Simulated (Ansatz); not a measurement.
Cs$_{2}$NiO$_{2}$:
```
Cs2NiO2
1.0
   -2.19988     2.19988     6.78740
    2.19988    -2.19988     6.78740
    2.19988     2.19988    -6.78740
Cs Ni O
2 1 2
Cartesian
  0.00000   0.00000   4.74440
  0.00000   0.00000   8.83041
  0.00000   0.00000   0.00000
  0.00000   0.00000   1.68301
  0.00000   0.00000  11.89180
```
The run is spin-polarised; directions of the spins, atom by atom: 0 0 ↑ ↑ ↑.

Relaxed with r²SCAN.

**Question.** Give the Bader charges and basin volumes of the independent atoms, the program Ansatz at the r²SCAN level (PAW).

**Answer.** 

| atom | Bader charge (e) | Bader volume (Å³) |
|---|---|---|
| Cs1 | +0.83 | 36.3 |
| Ni3 | +0.69 | 22.3 |
| O4 | -1.17 | 18.2 |

Space group I4/mmm. The first step of the workflow began from a Materials Project structure, measured or hypothetical; the Crystallography Open Database copy checked does not list it. Whether it is the stable phase at ambient conditions was not checked. Symmetry was held in the r²SCAN relaxation; its stability against distortions is not shown here. The final state is ferromagnetic, the only order run, not a proven ground state. The cell computed holds one magnetic atom, so no antiferromagnetic order was within reach. Other orbital occupations within this spin state were not tried. No Hubbard U is applied. Scalar-relativistic: spin–orbit coupling is off unless named, which matters more the heavier the elements.

Potentials: the later of the program's two PAW sets.
